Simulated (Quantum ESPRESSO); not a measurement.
Ge (made-up cell, one site empty) (calculated)

Computed with Quantum ESPRESSO 7.5. Calculation on a made-up crystal cell, not a measurement: periodic Kohn-Sham density functional theory in plane waves with PseudoDojo standard norm-conserving scalar-relativistic pseudopotentials, each functional with its own files (v0.5 for PBE, v0.4.1 for LDA and PBEsol), no spin polarisation, no spin-orbit coupling, atoms not relaxed, stress positive in tension, energies less a fixed whole-eV offset for each atom's element; levels are Kohn-Sham levels at fractions of this cell's reciprocal vectors, counted from the reference band (half the neutral cell's valence electrons, rounded up) at Gamma; error bars cover cutoff and k-mesh only, not smearing or the files; added strain carries the atoms with the cell, and shear is the tensor component; each bar is the largest change over components, and at least 0.002 eV, 0.002 eV per angstrom or 0.02 GPa; energies are for the whole cell, and the offsets were chosen from early runs and are not element reference energies.

Settings shared by all entries: lattice type zincblende/diamond; empty site 4; functional pbe; cutoff 1061 eV; fermi dirac smearing 0.1 eV; scf tolerance 1e-07 eV; electrons removed 0; added strain kind zz; k mesh 6 x 6 x 6, shifted by half a step.

(1) Ge (made-up cell, one site empty)

Unstrained structure:
```
Ge
1.0
      5.6683     0.0112     0.0164
      0.0112     5.5770     0.0753
      0.0164     0.0753     5.5055
Ge
7
Direct
  -0.01011 0.00304 -0.00065
  -0.00798 0.49672 0.51102
  0.50318 -0.01554 0.50759
  0.25598 0.25214 0.24265
  0.25944 0.74999 0.75675
  0.75059 0.25261 0.75141
  0.73679 0.74814 0.24165
```

```
added strain             : -0.0061
structure shown          : before the added strain of -0.0061
free energy less offsets : -1.478 eV
smearing term minus ts   : -0.07037 eV
scf iterations           : 11
pressure                 : 3.307 GPa
stress xx                : -2.429 GPa
stress yy                : -3.582 GPa
stress zz                : -3.91 GPa
stress yz                : 2.568 GPa
stress xz                : 1.936 GPa
stress xy                : -0.8199 GPa
fermi level              : -0.761 eV
reference band           : 49
error bar energy         : 0.006595 eV
error bar stress         : 0.02 GPa
error bar force          : 0.004373 eV/Å
error bar next band up   : 0.002 eV
error bar fermi level    : 0.01493 eV
error bars from          : tighter rerun of a related cell
```

Atoms:
| atoms element | atom site | atom energy offset (eV) |
| --- | --- | --- |
| Ge | 1 | -2430 |
| Ge | 2 | -2430 |
| Ge | 3 | -2430 |
| Ge | 5 | -2430 |
| Ge | 6 | -2430 |
| Ge | 7 | -2430 |
| Ge | 8 | -2430 |

Forces:
| site | x (eV/Å) | y (eV/Å) | z (eV/Å) |
| --- | --- | --- | --- |
| 1 | 0.8876 | -0.21 | 0.2701 |
| 2 | 0.9573 | 0.7633 | -0.944 |
| 3 | 0.3316 | 1.22 | -0.4884 |
| 5 | 0.03567 | 0.367 | -0.0409 |
| 6 | -0.8278 | -1.038 | 1.018 |
| 7 | -1.368 | -0.139 | 0.4279 |
| 8 | -0.01639 | -0.9632 | -0.2424 |

Levels:
| level k point | next band up (eV) |
| --- | --- |
| Gamma | 0.1869 |
| (1/2,1/2,1/2) | -0.2057 |
| (0.15,0,0) | 0.2042 |
| (0,0.15,0) | 0.1331 |
| (0,0,0.15) | 0.05388 |

(2) Ge (made-up cell, one site empty)

Structure as in entry 1.

```
added strain             : -0.0027
structure shown          : before the added strain of -0.0027
free energy less offsets : -1.492 eV
smearing term minus ts   : -0.0705 eV
scf iterations           : 11
pressure                 : 3.098 GPa
stress xx                : -2.264 GPa
stress yy                : -3.403 GPa
stress zz                : -3.626 GPa
stress yz                : 2.537 GPa
stress xz                : 1.914 GPa
stress xy                : -0.808 GPa
fermi level              : -0.7623 eV
reference band           : 49
error bar energy         : 0.006595 eV
error bar stress         : 0.02 GPa
error bar force          : 0.004373 eV/Å
error bar next band up   : 0.002 eV
error bar fermi level    : 0.01493 eV
error bars from          : tighter rerun of a related cell
```

Atoms:
| atoms element | atom site | atom energy offset (eV) |
| --- | --- | --- |
| Ge | 1 | -2430 |
| Ge | 2 | -2430 |
| Ge | 3 | -2430 |
| Ge | 5 | -2430 |
| Ge | 6 | -2430 |
| Ge | 7 | -2430 |
| Ge | 8 | -2430 |

Forces:
| site | x (eV/Å) | y (eV/Å) | z (eV/Å) |
| --- | --- | --- | --- |
| 1 | 0.8784 | -0.2038 | 0.2656 |
| 2 | 0.9498 | 0.7557 | -0.9411 |
| 3 | 0.3282 | 1.208 | -0.4885 |
| 5 | 0.03128 | 0.3616 | -0.02134 |
| 6 | -0.8217 | -1.026 | 0.9927 |
| 7 | -1.35 | -0.1435 | 0.4108 |
| 8 | -0.01627 | -0.9516 | -0.218 |

Levels:
| level k point | next band up (eV) |
| --- | --- |
| Gamma | 0.1817 |
| (1/2,1/2,1/2) | -0.2188 |
| (0.15,0,0) | 0.1995 |
| (0,0.15,0) | 0.1277 |
| (0,0,0.15) | 0.05344 |

(3) Ge (made-up cell, one site empty)

Structure as in entry 1.

```
added strain             : 0.0022
structure shown          : before the added strain of 0.0022
free energy less offsets : -1.511 eV
smearing term minus ts   : -0.07068 eV
scf iterations           : 11
pressure                 : 2.803 GPa
stress xx                : -2.033 GPa
stress yy                : -3.153 GPa
stress zz                : -3.222 GPa
stress yz                : 2.492 GPa
stress xz                : 1.88 GPa
stress xy                : -0.7875 GPa
fermi level              : -0.7625 eV
reference band           : 49
error bar energy         : 0.006595 eV
error bar stress         : 0.02 GPa
error bar force          : 0.004373 eV/Å
error bar next band up   : 0.002 eV
error bar fermi level    : 0.01493 eV
error bars from          : tighter rerun of this cell
```

Atoms:
| atoms element | atom site | atom energy offset (eV) |
| --- | --- | --- |
| Ge | 1 | -2430 |
| Ge | 2 | -2430 |
| Ge | 3 | -2430 |
| Ge | 5 | -2430 |
| Ge | 6 | -2430 |
| Ge | 7 | -2430 |
| Ge | 8 | -2430 |

Forces:
| site | x (eV/Å) | y (eV/Å) | z (eV/Å) |
| --- | --- | --- | --- |
| 1 | 0.8658 | -0.1968 | 0.2607 |
| 2 | 0.9383 | 0.7431 | -0.9352 |
| 3 | 0.3237 | 1.191 | -0.4887 |
| 5 | 0.02523 | 0.3535 | 0.006402 |
| 6 | -0.8137 | -1.009 | 0.9573 |
| 7 | -1.324 | -0.1477 | 0.3842 |
| 8 | -0.01555 | -0.9341 | -0.1846 |

Levels:
| level k point | next band up (eV) |
| --- | --- |
| Gamma | 0.1748 |
| (1/2,1/2,1/2) | -0.2361 |
| (0.15,0,0) | 0.194 |
| (0,0.15,0) | 0.1215 |
| (0,0,0.15) | 0.05437 |

(4) Ge (made-up cell, one site empty)

Structure as in entry 1.

```
added strain             : 0.0088
structure shown          : before the added strain of 0.0088
free energy less offsets : -1.532 eV
smearing term minus ts   : -0.07095 eV
scf iterations           : 11
pressure                 : 2.417 GPa
stress xx                : -1.736 GPa
stress yy                : -2.83 GPa
stress zz                : -2.686 GPa
stress yz                : 2.432 GPa
stress xz                : 1.836 GPa
stress xy                : -0.7611 GPa
fermi level              : -0.7592 eV
reference band           : 49
error bar energy         : 0.006595 eV
error bar stress         : 0.02 GPa
error bar force          : 0.004373 eV/Å
error bar next band up   : 0.002 eV
error bar fermi level    : 0.01493 eV
error bars from          : tighter rerun of a related cell
```

Atoms:
| atoms element | atom site | atom energy offset (eV) |
| --- | --- | --- |
| Ge | 1 | -2430 |
| Ge | 2 | -2430 |
| Ge | 3 | -2430 |
| Ge | 5 | -2430 |
| Ge | 6 | -2430 |
| Ge | 7 | -2430 |
| Ge | 8 | -2430 |

Forces:
| site | x (eV/Å) | y (eV/Å) | z (eV/Å) |
| --- | --- | --- | --- |
| 1 | 0.8486 | -0.1864 | 0.2534 |
| 2 | 0.9233 | 0.7273 | -0.9276 |
| 3 | 0.3171 | 1.167 | -0.4881 |
| 5 | 0.01717 | 0.343 | 0.04319 |
| 6 | -0.8022 | -0.9855 | 0.9091 |
| 7 | -1.289 | -0.1542 | 0.3496 |
| 8 | -0.01486 | -0.9117 | -0.1396 |

Levels:
| level k point | next band up (eV) |
| --- | --- |
| Gamma | 0.167 |
| (1/2,1/2,1/2) | -0.2559 |
| (0.15,0,0) | 0.1893 |
| (0,0.15,0) | 0.1165 |
| (0,0,0.15) | 0.05883 |
